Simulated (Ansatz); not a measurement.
Input and command of a plane-wave DFT calculation in Ansatz:

```yaml
crystal:
  lattice:
    - [3.8696306351, 0.0, 0.0]
    - [-1.9348153176, 3.2848380683, 0.0]
    - [0.0, 0.0, 6.3326220002]
  atoms:
    - { symbol: Si, position: [0.3333333333, 0.6666666667, 0.0630095] }
    - { symbol: Si, position: [0.6666666667, 0.3333333333, 0.5630095] }
    - { symbol: Si, position: [0.3333333333, 0.6666666667, 0.4369905] }
    - { symbol: Si, position: [0.6666666667, 0.3333333333, 0.9369905] }
basis:
  ecutwfc: 500
kpoints:
  mp_grid: { grid: [12, 12, 6] }
hamiltonian:
  xc: r2scan
scf:
  occupations: { method: gaussian, width: 0.05 }
output:
  forces: true
  stress: true
  eigenvalues: true
```

```bash
ansatz run input.yaml --threads 1 --pin off --max-ram 2560MiB --backend cpu --events-out ev --progress --plain --runs-dir out
```

Processor: Arm Neoverse V1, 1 thread, on a host shared with other jobs.

Estimate time, memory and problem size.

About 23 s on 1 thread of Arm Neoverse V1, on a shared host, peak memory 0.64 GiB. It solves 12 bands at 172 k points (the mesh reduced by symmetry) with about 2023 plane waves, in 6 SCF iterations.
